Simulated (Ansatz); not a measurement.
EuMn3 in the AuCu3-type structure

Computed with Ansatz (plane waves, PAW, 420 eV cutoff): PBEsol, scalar-relativistic, collinear spin, Γ-centred 8×8×8 mesh, 0.05 eV Gaussian smearing; PAW files: Ansatz's generated set soft_2.

```
Eu Mn
1.0
     4.02431    0.00000    0.00000
     0.00000    4.02431    0.00000
     0.00000    0.00000    4.02431
Eu Mn
1 3
Direct
  0.00000 0.00000 0.00000
  0.00000 0.50000 0.50000
  0.50000 0.50000 0.00000
  0.50000 0.00000 0.50000
```

The start was a prototype's sites filled with these elements, not a measured cell.

Magnetic state: ferrimagnetic, site spin moments Eu 6.43; Mn -3.31 μB.

The cell above was scaled in volume, its shape and atoms being fixed by the lattice's symmetry. Energies are counted from the cell above.

```
V (Å³/atom)  ΔE (meV/atom)  P (GPa)  largest moment (μB)
      15.64            6.2      3.3                 6.40
      15.97            1.5      1.5                 6.42
      16.29            0.0      0.0                 6.43
      16.62            1.3     -1.5                 6.45
      16.95            5.9     -2.9                 6.47
```

Can a bulk modulus be trusted from these points?

No. The energies are smooth (scatter 0.04 meV/atom), but the fit's B0′ of -0.6 is out of the usual range: the curve is too flat or too lopsided over this range, or mesh noise enters, and a third-order form can't fix it.

Without a U the 4f levels of Eu lie too near the Fermi level, so their share of the states there, and what hangs on it, is overstated. Scalar-relativistic only: spin–orbit splittings of the heavy atoms' levels are missing. The run wasn't fully tested for a lower electronic state. Site moments are of spin, integrated over atomic spheres. The antiparallel order was set by the start and isn't a prediction. The run is a metal.
